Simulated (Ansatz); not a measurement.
Cu Kα1 powder pattern (kinematic, no thermal factors).
```
2θ (°)  relative intensity
 14.76                  35
 21.26                  48
 25.98                 100
 29.76                   6
 36.87                  88
 37.26                  72
 40.28                  19
 43.30                   8
 45.32                   6
 45.98                  23
 48.40                  10
 50.57                  10
 53.42                  31
 58.42                   7
 60.06                  15
 60.61                  21
 61.81                   1
 64.47                   5
 66.15                  15
 66.94                  31
 67.19                  13
 69.23                   4
 74.44                   4
 75.19                   3
 76.89                   6
 78.45                   9
 79.43                   8
 81.34                   3
 83.37                   2
 83.83                   4
 84.79                   6
 85.27                   8
 87.04                   2
```

The pattern is computed from a structure relaxed with Ansatz 0.2.0, DFT PBE, scalar-relativistic, plane waves, PAW. No spin polarisation. Its elements are Al, Lu.

Problem. Give the structure.

Solution. Lu₂Al₃.
Space group P-3m1 (No. 164). a = 4.822 Å, b = 4.822 Å, c = 5.999 Å, α = 90.00°, β = 90.00°, γ = 120.00°
```
atom  site  symmetry       x       y       z
  Lu    2d       3m. 0.3333  0.6667  0.1655
  Al    2d       3m. 0.3333  0.6667  0.6476
  Al    1a      -3m. 0.0000  0.0000  0.0000
```

A pattern alone doesn't exclude other cells with like lines; this is the one computed.

The cell was found from a structure generator's guess, not taken from experiment.
